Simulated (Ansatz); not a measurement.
The cell is SiC (P6_3mc) from a database of computed structures; cell and atoms were relaxed with r2SCAN. It is hexagonal, P6_3mc (No. 186); a = 3.079 Å, c = 20.139 Å in the conventional setting, 10.33 Å³ an atom. Around Si lie 4 C at 1.88–1.89 Å; around Si lie 4 C at 1.89 Å; around C lie 4 Si at 1.88–1.89 Å; around C lie 4 Si at 1.89 Å.

```cif
data_structure
_symmetry_space_group_name_H-M 'P6_3mc'
_symmetry_Int_Tables_number 186
_cell_length_a 3.0788
_cell_length_b 3.0788
_cell_length_c 20.1387
_cell_angle_alpha 90.000
_cell_angle_beta 90.000
_cell_angle_gamma 120.000
_cell_volume 165.32
loop_
_atom_site_label
_atom_site_type_symbol
_atom_site_symmetry_multiplicity
_atom_site_Wyckoff_symbol
_atom_site_fract_x
_atom_site_fract_y
_atom_site_fract_z
_atom_site_occupancy
Si1 Si 2 b 0.33333 0.66667 0.87519 1
Si2 Si 2 b 0.33333 0.66667 0.62499 1
Si3 Si 2 a 0.00000 0.00000 0.00010 1
Si4 Si 2 b 0.66667 0.33333 0.75011 1
C1 C 2 b 0.33333 0.66667 0.34412 1
C2 C 2 b 0.66667 0.33333 0.21872 1
C3 C 2 a 0.00000 0.00000 0.59385 1
C4 C 2 b 0.33333 0.66667 0.96892 1
```

4 runs of the PAW code Ansatz on this cell differ in the functional (and in the settings that go with it). Levels are in eV from each run's valence top; v1 is the last filled band, c1 the first empty one.

Run A, mean stress -1.3 GPa (compression positive):

| point | v5 | v3 | v1 | c1 | c2 | c3 |
| --- | --- | --- | --- | --- | --- | --- |
| Γ | -0.19 | -0.02 | 0.00 | 7.15 | 7.22 | 7.57 |
| M | -1.95 | -1.66 | -1.20 | 3.38 | 3.59 | 4.56 |
| K | -2.72 | -2.66 | -2.35 | 4.98 | 5.75 | 5.89 |

Run B, mean stress 0.0 GPa (compression positive):

| point | v5 | v3 | v1 | c1 | c2 | c3 |
| --- | --- | --- | --- | --- | --- | --- |
| Γ | -0.18 | -0.03 | 0.00 | 5.78 | 5.84 | 6.17 |
| M | -1.86 | -1.58 | -1.14 | 2.13 | 2.34 | 3.28 |
| K | -2.59 | -2.53 | -2.25 | 3.70 | 4.45 | 4.57 |

Run C, mean stress -1.2 GPa (compression positive):

| point | v5 | v3 | v1 | c1 | c2 | c3 |
| --- | --- | --- | --- | --- | --- | --- |
| Γ | -0.19 | -0.03 | 0.00 | 6.41 | 6.48 | 6.82 |
| M | -1.94 | -1.65 | -1.20 | 2.65 | 2.86 | 3.82 |
| K | -2.70 | -2.64 | -2.34 | 4.25 | 5.01 | 5.15 |

Run D, mean stress +3.5 GPa (compression positive):

| point | v5 | v3 | v1 | c1 | c2 | c3 |
| --- | --- | --- | --- | --- | --- | --- |
| Γ | -0.18 | -0.03 | 0.00 | 5.22 | 5.28 | 5.61 |
| M | -1.79 | -1.50 | -1.09 | 1.77 | 1.96 | 2.86 |
| K | -2.49 | -2.42 | -2.16 | 3.28 | 4.00 | 4.11 |

Question: Match the runs to PBE, r2SCAN, HSE06, PBE0.

Answer: A is PBE0, B is r2SCAN, C is HSE06, D is PBE. In order of the gap: PBE 1.77, r2SCAN 2.13, HSE06 2.65, PBE0 3.38 eV. The stress vanishes for r2SCAN, which relaxed the cell.

No spin polarisation and no zero-point or thermal motion.

The program warns that its thresholds are loose for a hybrid's stress.

The meshes of the hybrids are coarse, so their gaps aren't converged to the digits shown.
